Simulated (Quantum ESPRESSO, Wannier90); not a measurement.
# Wannier functions of TaS$_{2}$ (R-3m)

```xyz
3
Lattice="-1.6917 2.9301 0.0000 -3.3834 0.0000 0.0000 -1.6917 0.9767 6.3514" Properties=species:S:1:pos:R:3 pbc="T T T"
Ta     0.0000     0.0000     0.0000
S     -1.6917     0.9767     1.5141
S      1.6917    -0.9767    -1.5141
```

Structure: Materials Project mp-555037, symmetrised, not relaxed again. COD (Crystallography Open Database) has the formula in 4 space groups, this one among them (matched by group alone). Method: PBEsol plane waves in Quantum ESPRESSO 7.5 (PseudoDojo norm-conserving files, 47 Ry, spinors with spin-orbit coupling), Bloch states on a 8×8×8 mesh through Γ, Wannier90 4.0.1. Density: 10×10×10 mesh, cold smearing 0.01 Ry. The cell is built of weakly bound layers, chains or molecules, whose nearest atoms lie 3.85 Å apart. Database cells relaxed without dispersion often hold them too far apart, which can enlarge gaps and weakens couplings between them; spacing and stacking were not compared with the measured crystal.

A tight-binding model is made by disentanglement and projection with no localisation steps (num_iter = 0), so the 22 orbitals stay atom-like: hydrogen-like Ta: d; S: p, axes along x, y, z; frozen window up to 3.00 eV relative to the Fermi level. It follows pw.x to 3.1 meV rms for states up to 1.0 eV relative to the Fermi level. Matrix elements depend on this choice of orbitals and windows.

The 45 largest hoppings ⟨m,0|H|n,R⟩ between different sites (one of each Hermitian pair; signs follow the real orbitals' lobes; the list may end inside a set of equal values):

| m | n | R | distance of the centres (Å) | t (eV) | Im t (eV) |
|---|---|---|---|---|---|
| Ta1 dyz↑ | S3 py↑ | 1 0 0 | 2.40 | -1.793 | 0.000 |
| Ta1 dyz↓ | S3 py↓ | 1 0 0 | 2.40 | -1.793 | 0.000 |
| S2 py↑ | Ta1 dyz↑ | 1 0 0 | 2.40 | 1.793 | 0.000 |
| S2 py↓ | Ta1 dyz↓ | 1 0 0 | 2.40 | 1.793 | 0.000 |
| Ta1 dxz↑ | S3 px↑ | 0 1 0 | 2.41 | -1.166 | 0.004 |
| Ta1 dxz↓ | S3 px↓ | 0 1 0 | 2.41 | -1.166 | -0.004 |
| S2 px↑ | Ta1 dxz↑ | 0 1 0 | 2.41 | 1.166 | 0.004 |
| S2 px↓ | Ta1 dxz↓ | 0 1 0 | 2.41 | 1.166 | -0.004 |
| S2 px↑ | Ta1 dxz↑ | 0 0 0 | 2.41 | 1.166 | -0.004 |
| S2 px↓ | Ta1 dxz↓ | 0 0 0 | 2.41 | 1.166 | 0.004 |
| S3 px↑ | Ta1 dxz↑ | 0 0 0 | 2.41 | -1.166 | 0.004 |
| S3 px↓ | Ta1 dxz↓ | 0 0 0 | 2.41 | -1.166 | -0.004 |
| Ta1 dx2-y2↑ | S3 pz↑ | 1 0 0 | 2.54 | 1.121 | 0.000 |
| Ta1 dx2-y2↓ | S3 pz↓ | 1 0 0 | 2.54 | 1.121 | 0.000 |
| S2 pz↑ | Ta1 dx2-y2↑ | 1 0 0 | 2.54 | -1.121 | 0.000 |
| S2 pz↓ | Ta1 dx2-y2↓ | 1 0 0 | 2.54 | -1.121 | 0.000 |
| Ta1 dxz↑ | S3 py↑ | 0 1 0 | 2.44 | -1.084 | -0.002 |
| Ta1 dxz↓ | S3 py↓ | 0 1 0 | 2.44 | -1.084 | 0.002 |
| S2 py↑ | Ta1 dxz↑ | 0 1 0 | 2.44 | 1.084 | -0.002 |
| S2 py↓ | Ta1 dxz↓ | 0 1 0 | 2.44 | 1.084 | 0.002 |
| S2 px↑ | Ta1 dyz↑ | 0 0 0 | 2.41 | -1.084 | -0.003 |
| S2 px↓ | Ta1 dyz↓ | 0 0 0 | 2.41 | -1.084 | 0.003 |
| S2 py↑ | Ta1 dxz↑ | 0 0 0 | 2.44 | -1.084 | -0.002 |
| S2 py↓ | Ta1 dxz↓ | 0 0 0 | 2.44 | -1.084 | 0.002 |
| S3 px↑ | Ta1 dyz↑ | 0 0 0 | 2.41 | 1.084 | 0.003 |
| S3 px↓ | Ta1 dyz↓ | 0 0 0 | 2.41 | 1.084 | -0.003 |
| S3 py↑ | Ta1 dxz↑ | 0 0 0 | 2.44 | 1.084 | 0.002 |
| S3 py↓ | Ta1 dxz↓ | 0 0 0 | 2.44 | 1.084 | -0.002 |
| Ta1 dyz↑ | S3 px↑ | 0 1 0 | 2.41 | -1.084 | -0.003 |
| Ta1 dyz↓ | S3 px↓ | 0 1 0 | 2.41 | -1.084 | 0.003 |
| S2 px↑ | Ta1 dyz↑ | 0 1 0 | 2.41 | 1.084 | -0.003 |
| S2 px↓ | Ta1 dyz↓ | 0 1 0 | 2.41 | 1.084 | 0.003 |
| Ta1 dxy↑ | S3 pz↑ | 0 1 0 | 2.54 | -0.971 | -0.009 |
| Ta1 dxy↓ | S3 pz↓ | 0 1 0 | 2.54 | -0.971 | 0.009 |
| S2 pz↑ | Ta1 dxy↑ | 0 1 0 | 2.54 | 0.971 | -0.009 |
| S2 pz↓ | Ta1 dxy↓ | 0 1 0 | 2.54 | 0.971 | 0.009 |
| S2 pz↑ | Ta1 dxy↑ | 0 0 0 | 2.54 | -0.971 | -0.009 |
| S2 pz↓ | Ta1 dxy↓ | 0 0 0 | 2.54 | -0.971 | 0.009 |
| S3 pz↑ | Ta1 dxy↑ | 0 0 0 | 2.54 | 0.971 | 0.009 |
| S3 pz↓ | Ta1 dxy↓ | 0 0 0 | 2.54 | 0.971 | -0.009 |
| Ta1 dxy↑ | S3 px↑ | 1 0 0 | 2.45 | -0.906 | 0.000 |
| Ta1 dxy↓ | S3 px↓ | 1 0 0 | 2.45 | -0.906 | 0.000 |
| S2 px↑ | Ta1 dxy↑ | 1 0 0 | 2.45 | 0.906 | 0.000 |
| S2 px↓ | Ta1 dxy↓ | 1 0 0 | 2.45 | 0.906 | 0.000 |
| Ta1 dyz↑ | S3 pz↑ | 1 0 0 | 2.54 | 0.855 | 0.000 |
